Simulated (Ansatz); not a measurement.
# Al: rigid cleavage

The calculation used DFT r2SCAN, scalar-relativistic, plane waves, PAW (Ansatz 0.2.0). Cutoff 500 eV, Γ-centred 19×19×3 k-points, Gaussian smearing of 0.15 eV. No spin polarisation. Energies are free energies at this smearing, counted from the undisturbed cell; pressure is positive in compression.

Zero of the scan (relaxed at this level; this form isn't the usual structure):

```
CELL_PARAMETERS angstrom
-2.82220 0.00000 0.00000
-1.41110 -2.44410 0.00000
0.00000 0.00000 18.52412
ATOMIC_POSITIONS crystal
Al 0.00000 0.00000 0.81250
Al 0.00000 0.00000 0.31250
Al 0.33333 0.33333 0.93750
Al 0.33333 0.33333 0.43750
Al 0.00000 0.00000 0.06250
Al 0.00000 0.00000 0.56250
Al 0.66667 0.66667 0.18750
Al 0.66667 0.66667 0.68750
```

The cut lies on the cell's a–b face, a (0 0 1) plane (indices in the standard cell, whose axes needn't be the Cartesian ones shown) of area 6.90 Å², between layers 2.32 Å apart. Vector c is lengthened by d along the normal with the atoms' Cartesian places fixed: one unrelaxed cut a cell. The cell is metallic on the mesh throughout.

```csv
d (Å),energy (J/m²),traction dE/dd (GPa)
-0.30,0.43,-32.5
0.00,0.00,-0.3
0.25,?,?
0.50,0.48,13.7
1.00,1.06,8.9
2.00,?,?
3.00,1.75,0.9
6.00,1.82,0.0
```

Q: Give the withheld values.

A: energy (J/m²) at d (Å) = 0.25: 0.16; traction dE/dd (GPa) at d (Å) = 0.25: 11.0; energy (J/m²) at d (Å) = 2.00: 1.58; traction dE/dd (GPa) at d (Å) = 2.00: 2.8.

Cost: 8 runs of about 6.6 core-minutes in all, on Intel Xeon Platinum 8259CL (Skylake/Cascade Lake) (shared hosts).